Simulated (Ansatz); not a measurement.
Consider the following.

YTiGe:
```cif
data_Ge4Ti4Y4
_chemical_formula_sum 'Ge4 Ti4 Y4'
_space_group_name_H-M_alt 'I4/mmm'
_space_group_IT_number 139
_space_group_name_Hall '-I 4 2'
_cell_length_a 4.06636
_cell_length_b 4.06636
_cell_length_c 15.27859
_cell_angle_alpha 90.000
_cell_angle_beta 90.000
_cell_angle_gamma 90.000
loop_
_atom_site_label
_atom_site_type_symbol
_atom_site_symmetry_multiplicity
_atom_site_Wyckoff_symbol
_atom_site_fract_x
_atom_site_fract_y
_atom_site_fract_z
_atom_site_occupancy
Ge1 Ge 4 e 0.00000 0.00000 0.12194 1
Ti1 Ti 4 c 0.00000 0.50000 0.00000 1
Y1 Y 4 e 0.00000 0.00000 0.32689 1
```
(The calculation used a cell of 6 atoms; values per cell refer to that cell.)

This is the r²SCAN-relaxed structure.

Question: All from the program Ansatz at the r²SCAN level (PAW), unless another level is named. Give the electronic character.

Answer: metallic (no gap).

Question: Give the density of states at the Fermi level.

Answer: 1.4 states/eV per atom (mean over ±0.08 eV).

Question: What about the formation energy from the elements (no fitted shifts)?

Answer: -750 meV/atom.

The workflow started from an entry of the Crystallography Open Database (COD), which files this formula under 2 space groups. Whether it is the stable phase at ambient conditions was not checked. The r²SCAN relaxation kept the symmetry of its start; whether a distortion lowers the energy is not shown. The run is not spin-polarised. The references are the lowest solids computed at this level, not always the standard phases. Spin–orbit coupling is left out wherever it is not named.

Potentials: the later of the program's two PAW sets.
